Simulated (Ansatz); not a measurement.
PbIF in space group P4/nmm (No. 129; Pb on 2c, I on 2c, F on 2a) under volume change, DFT-r²SCAN+D4 in the program Ansatz with PAW potentials, shape and atoms relaxed at each volume.

```csv
V (Å³/atom),E − E(relaxed) (meV/atom),P (GPa)
24.465,17.5,2.64
25.271,___,___
26.078,1.6,0.68
26.884,0.0,0.00
27.691,1.2,-0.47
28.497,___,___
29.304,8.4,-0.81
```

Question: Complete the blanks.

Answer: 
- 25.271, E − E(relaxed) (meV/atom): 7.1
- 25.271, P (GPa): 1.56
- 28.497, E − E(relaxed) (meV/atom): 4.3
- 28.497, P (GPa): -0.76

Question: What does a third-order Birch–Murnaghan fit give for V₀, B₀ and B′?

Answer: V₀ = 26.91 Å³/atom, B₀ = 17.2 GPa, B′ = 11.2.

The workflow started from a Materials Project entry (that database holds measured and hypothetical structures alike); the Crystallography Open Database files this formula in space group No. 129, but the cells were not matched. Whether it is the stable phase at ambient conditions was not checked. Symmetry was held in the r²SCAN+D4 relaxation; its stability against distortions is not shown here. Scalar-relativistic: spin–orbit coupling is off unless named, which matters more the heavier the elements.

Potentials: the later of the program's two PAW sets.
